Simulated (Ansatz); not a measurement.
A distorted cell of Al (fcc, Cu type):

```
CELL_PARAMETERS angstrom
      0.00000     3.99072     3.99072
      1.99536     0.00000     1.99536
      1.99536     1.99536     0.00000
ATOMIC_POSITIONS crystal
  Al 0.00000 0.97579 0.01563
  Al 0.50000 0.02421 0.98437
```

These are r2SCAN (plane waves to 500 eV, PAW, scalar-relativistic; Ansatz, a quantum-chemistry and plane-wave program) values and carry that method's errors. k mesh 10×20×20 (Γ-centred), Fermi-Dirac smearing 0.05 eV. Compression counts positive. With partly filled bands, energies and forces of such displacements shift with the k mesh and the smearing. Al was relaxed with its symmetry unable to fall. The PAW data are Ansatz's earlier set.

Question: What forces act on the atoms (eV/Å, Cartesian)?

Answer: 
```
atom      Fx      Fy      Fz
----  ------  ------  ------
Al1    0.046  -0.082   0.122
Al2   -0.046   0.082  -0.122
```

(A displaced cell: forces are minus the slopes of the energy, force constants its curvatures, and phonons follow from these.)
